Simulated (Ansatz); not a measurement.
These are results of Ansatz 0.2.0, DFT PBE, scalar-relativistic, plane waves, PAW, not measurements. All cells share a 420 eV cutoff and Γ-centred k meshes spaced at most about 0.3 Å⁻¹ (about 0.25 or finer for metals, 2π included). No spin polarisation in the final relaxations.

Temperature and zero-point effects are left out. All come from trial cells, and lower structures may exist.

Question: Which of these relaxed structures of Si2N is the lowest in energy?
A. Space group Cmmm (No. 65), orthorhombic, a = 4.296 Å, b = 7.429 Å, c = 2.620 Å. Si has 2 N at 1.87 Å and 2 Si at 2.39 Å; around N lie 4 Si at 1.87 Å.
B. Space group P2/m (No. 10), monoclinic, a = 4.900 Å, b = 2.780 Å, c = 5.616 Å, β = 104.0°. Si on its first site is surrounded by 2 N at 1.84 Å and 2 Si at 2.48–2.59 Å; Si on its second site has 2 N at 1.89 Å and 1 Si at 2.48 Å; N has 4 Si at 1.84–1.89 Å.
C. Space group Immm (No. 71), orthorhombic, a = 2.632 Å, b = 3.579 Å, c = 7.991 Å. Si is surrounded by 2 N at 1.88 Å; N has 4 Si at 1.88 Å.
D. Space group P4/mmm (No. 123), tetragonal, a = 7.021 Å, c = 5.128 Å. Si has 1 N at 1.78 Å and 3 Si at 2.35–2.40 Å; N has 1 N at 1.40 Å and 2 Si at 1.78 Å.

Answer: B. It has space group P2/m (No. 10); the next, A, with space group Cmmm (No. 65), lies 178 meV/atom higher. Counting N atoms around Si (those within 1.25 times the shortest such distance or 1.15 times the sum of covalent radii), the lowest and the next both have Si 2. The lowest and the next both hold Si–Si chains.

In Cmmm, Immm an odd number of electrons in the primitive cell allows no gap without spin; a larger cell or a magnetic state could open one. Cells relaxed within their symmetry can be saddle points. Some structure types and database cells were kept out of the candidates from the start, so a known form may be missing.
